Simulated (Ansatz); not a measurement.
**Fixed-spin-moment curve of GdAg₂ (I4/mmm)**

Geometry: a structure as deposited in COD; nothing is relaxed.

Functional, mesh and filling: PBEsol, 13×13×13 k mesh, Fermi–Dirac smearing of 0.05 eV. PAW means Ansatz 0.2.0 on its default frozen-core files; LAPW is all-electron LAPW in Ansatz 0.2.0. Site moments are integrated in spheres about the atoms, whose radii differ between the methods.

Input of the first run:

```yaml
crystal:
  lattice:
    - [-1.8715, 1.8715, 4.676]
    - [1.8715, -1.8715, 4.676]
    - [1.8715, 1.8715, -4.676]
  atoms:
    - { symbol: Gd, position: [0.0, 0.0, 0.0], spin: 7.0 }
    - { symbol: Ag, position: [0.327, 0.327, 0.0] }
    - { symbol: Ag, position: [0.673, 0.673, 0.0] }
magnetization:
  spin_polarized: true
kpoints:
  mp_grid: { grid: [13, 13, 13] }
scf:
  occupations: { method: fermi_dirac, width: 0.05 }
hamiltonian:
  xc: pbesol
  pseudopotentials: { kind: paw }
output:
  forces: true
  stress: true
  eigenvalues: true
  populations: true
  dos: { projected: true, de: 0.1, e_range: [-8, 5] }
  write_density: true
  write_potential: true
  elf: true
  volumetric_format: npy
```

Command: `ansatz run input.yaml --threads 2 --pin off --max-ram 6144MiB --backend cpu --events-out ev --progress --plain --runs-dir out`

The input for «total moment held at 10.66 μB» by PAW differs from it in these lines, output keys apart:

```diff
-    - { symbol: Gd, position: [0.0, 0.0, 0.0], spin: 7.0 }
+    - { symbol: Gd, position: [0.0, 0.0, 0.0], spin: 10.66 }
+  initial_magnetization: 10.66
+  spin_locking: { lock_magnetization: hard }
```

The input for «total moment held at 8.88 μB» by LAPW differs from it in these lines, output keys apart:

```diff
-    - { symbol: Gd, position: [0.0, 0.0, 0.0], spin: 7.0 }
+    - { symbol: Gd, position: [0.0, 0.0, 0.0], spin: 8.88 }
+  initial_magnetization: 8.88
+  spin_locking: { lock_magnetization: hard }
-  pseudopotentials: { kind: paw }
+  pseudopotentials: { kind: all_electron, lapw: { basis_error: 0.001 } }
```

The total moment M of the cell is held by giving each spin its own Fermi level. Half their difference over μB is the field that would hold M, so μB·B = dF/dM. Energies count from each method's free run. The held moment starts on the atoms that carry the free run's moments.

The free PAW run: Site moments (μB): Gd1 6.97, Ag2 0.00, Ag3 0.00. Cell moment 7.11 μB.

```tsv
M (μB/cell)	ΔF PAW (meV/cell)	ΔF LAPW (meV/cell)	B, PAW (T)	largest site moment, PAW (μB)	pressure, PAW (GPa)
6.40	+139.3	–	-6930	6.75	-2.4
7.82	+133.0	–	+6171	7.20	-2.7
8.88	+850.7	+851.7	+17389	7.52	-0.9
10.66	+3425.5	–	+33835	7.92	3.6
```

Against an unpolarised PAW run, spin polarisation gains 2490.1 meV per atom; the pressure goes from -2.3 to -3.0 GPa.

Question: Check μB·B = dF/dM between M = 8.88 and 10.66 μB with the PAW numbers.

Answer: ΔF/ΔM = +2574.8 meV / 1.78 = +1446.5 meV per μB, which is +24990 T with μB = 0.05788 meV/T. The mean of the two holding fields is +25612 T. The slope equals the mean of B over the step, so the two agree where B(M) is nearly straight between its ends, and here they lie within a tenth of each other.

Separate runs put a uniform field on the spins (g = 2):

```csv
field (T),M PAW (μB/cell),M LAPW (μB/cell)
300,7.140,7.139
600,7.173,–
```

The PAW files were made with PBE; the program remakes their cores once for the run's functional and then keeps them frozen. Without U a semilocal functional puts the f levels too near the Fermi level, which can change moments and the order of magnetic states; site and cell moments are spin moments. Spin–orbit coupling is left out although heavy atoms are present. With open f shells a run can end in a state that isn't the lowest. None of this fixes the real material's magnetic order: only patterns that fit the cell were computed, without spin fluctuations and on one mesh and smearing, with a functional that can overstate moments. Left out because they would open the f shell, whose fillings are many: PAW, total moment held at 0 μB; PAW, total moment held at 2.35 μB; LAPW, total moment held at 2.35 μB; PAW, total moment held at 4.76 μB; and 2 more.
